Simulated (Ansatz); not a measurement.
# ReSb2, one cell by several methods

```yaml
crystal:
  lattice:
    - [0.00000, 3.25111, 3.25111]
    - [3.25111, 0.00000, 3.25111]
    - [3.25111, 3.25111, 0.00000]
  atoms:
    - { symbol: Re, position: [0.00000, 0.00000, 0.00000] }
    - { symbol: Sb, position: [0.25000, 0.25000, 0.25000] }
    - { symbol: Sb, position: [0.75000, 0.75000, 0.75000] }
```

Atoms are numbered in the order listed.

The cell was built from the fluorite type and relaxed in the same program, and has space group Fm-3m; it needn't be a known or the stable phase.

Spin polarisation is left out, and whether a magnetic state lies lower isn't shown here.

Spin–orbit coupling is left out, though it moves levels of the heavy atoms by tenths of an eV or more.

Methods: DFT, PBE, PAW with Ansatz's default frozen-core files, scalar-relativistic (Ansatz 0.2.0); DFT, PBE, all-electron PAW with datasets made for the crystal, scalar-relativistic (Ansatz 0.2.0); DFT, PBE, all-electron LAPW, scalar-relativistic (Ansatz 0.2.0).

For PAW: a Γ-centred 9×9×9 k mesh, Fermi–Dirac smearing of 0.05 eV, cutoff 420 eV, no spin polarisation. The crystal-made all-electron datasets (AE datasets) take a cutoff of 260 eV at this cell. LAPW targets a basis error of 0.5 meV/atom. The Ansatz runs share mesh, smearing and spin set-up. Plane-wave (PAW) pressures include the program's estimate of the Pulay term.

Stress and pressure are positive in compression.

Levels count from the Fermi level.

```json
{"quantity": "pressure (GPa)", "PAW": "-0.03", "AE datasets": "-0.04", "LAPW": "-0.04"}
{"quantity": "highest filled level at Γ (eV)", "PAW": "-0.911", "AE datasets": "-0.911", "LAPW": "-0.911"}
{"quantity": "lowest empty level at Γ (eV)", "PAW": "1.988", "AE datasets": "1.987", "LAPW": "1.987"}
{"quantity": "highest filled level at X (eV)", "PAW": "-0.444", "AE datasets": "-0.445", "LAPW": "-0.445"}
{"quantity": "lowest empty level at X (eV)", "PAW": "1.969", "AE datasets": "1.971", "LAPW": "1.971"}
```

PAW's pressure differs from the LAPW value by about 0.01 GPa or less.
